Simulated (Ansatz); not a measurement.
## One slab under several functionals: fcc Ca (111), 5 layers

All-electron LAPW in Ansatz 0.2.0, scalar-relativistic, no spin–orbit coupling; no spin polarisation. Each functional has its own bulk lattice constant and relaxed 1×1 slab, with 16 to 20 Å of vacuum and a dipole correction.

```csv
functional,area (Å²),γ (J/m²),Φ (eV),Δd12 (%)
PBEsol,12.89,?,3.02,-2.5
PBE,13.22,?,2.99,-2.4
```

Question: What belongs in the row "PBEsol", column "γ (J/m²)"?

Answer: 0.52.

Question: Give the missing entry: row "PBE", column "γ (J/m²)".

Answer: 0.47.
